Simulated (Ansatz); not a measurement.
**One compound in many structure types**

Screening note. Relaxing one composition in several structure types shows which are competitive, which pressure would favour, and how volume and gap change with structure.

WGe2, Al2Cu type, I4/mcm serves as the reference. The reference is the lowest phase computed, which need not be the stable form in nature.

Where the numbers come from (Ansatz, a plane-wave PAW program): energy: PBE, total energy at 0 K with the change to a 700 eV cutoff added (comparable within one formula alone); volume per atom: PBE, relaxed cell; gap: PBE; bulk modulus: PBE, equation-of-state fit.

Model: ΔE = E − E_ref; ΔV = V − V_ref; temperature scale ΔE/k_B = 11.605 K/meV × ΔE.

| crystal | E (eV/atom) | V (Å³/atom) | gap (eV) | B₀ (GPa) | ΔE (meV/atom) | ΔV (Å³/atom) | ΔE/k_B (K) |
|---|---|---|---|---|---|---|---|
| WGe2, C54 type, Fddd | −6324.723 | 15.51 | 0.00 | – | 90.0 | −1.45 | 1000 |
| WGe2, C49 type, Cmcm | −6324.516 | 15.86 | 0.00 | 153 | 297.0 | −1.10 | 3400 |
| WGe2, fluorite or antifluorite type | −6324.227 | 19.20 | 0.00 | 117 | 586.0 | 2.24 | 6800 |
| WGe2, Al2Cu type, I4/mcm, reference | −6324.813 | 16.96 | 0.00 | 157 | 0.0 | 0.00 | 0 |
| WGe2, AlB2 type, P6/mmm | −6324.300 | 16.47 | 0.00 | 133 | 513.0 | −0.49 | 6000 |

Model phases, started by placing the elements on a structure type or from a typed cell, with no claim that they are known: WGe2, C54 type, Fddd; WGe2, C49 type, Cmcm; WGe2, fluorite or antifluorite type; WGe2, Al2Cu type, I4/mcm; WGe2, AlB2 type, P6/mmm. No gap (0.00) means none at this level, which can close a small real gap. Spin–orbit coupling is left out unless named.

For WGe2, fluorite or antifluorite type, step by step:

- ΔE = 1000 × (−6324.227 − (−6324.813)) = 586.0 meV/atom
- ΔV = 19.20 − 16.96 = 2.24 Å³/atom
- ΔE/k_B: 11.605 × 586.0 = 6800 K

By ΔE (lowest first): WGe2, Al2Cu type, I4/mcm (0.0 ± 5.0), WGe2, C54 type, Fddd (90.0 ± 5.0), WGe2, C49 type, Cmcm (297.0 ± 5.0), WGe2, AlB2 type, P6/mmm (513.0 ± 5.0), WGe2, fluorite or antifluorite type (586.0 ± 5.0). The ± follows from allowances picked for this note (energy 0.004 eV/atom, 3 meV/atom on the figure itself), carried to first order and added in quadrature, each row's own inputs moving alone; ≈ joins neighbours closer than their two ± added in quadrature.

The trade-off between low ΔE and low volume per atom leaves these rows undominated: WGe2, Al2Cu type, I4/mcm (0.0, 16.96); WGe2, C54 type, Fddd (90.0, 15.51). The reference is on the front.

Denser than the reference, so favoured by pressure; with fixed volumes the enthalpies cross at P ≈ 0.1602 ΔE/|ΔV|: WGe2, C54 type, Fddd 0.1602 × 90.0/1.45 = 9.9 GPa, WGe2, C49 type, Cmcm 0.1602 × 297.0/1.10 = 43 GPa, WGe2, AlB2 type, P6/mmm 0.1602 × 513.0/0.49 = 170 GPa. Each is against the reference alone, so another phase may come first, and differences in compressibility move them.

Vibrational free energy is left out, and phases that were not computed could lie lower. Rows are a sample of the computed phases of this formula. Limits of the draw: a spread of over 30 meV/atom, none over 0.9 eV/atom above the reference, within 8 meV/atom of the lowest or within 3 meV/atom of a neighbour. As a rule kept out of such tables: 4f compounds, open-shell compounds run without a Hubbard term, cells found unstable in the tests at hand, cells close to a higher symmetry, and runs set to a pressure or over 12 % in volume from the crystal's fullest run. A dash marks a value that is not given here.
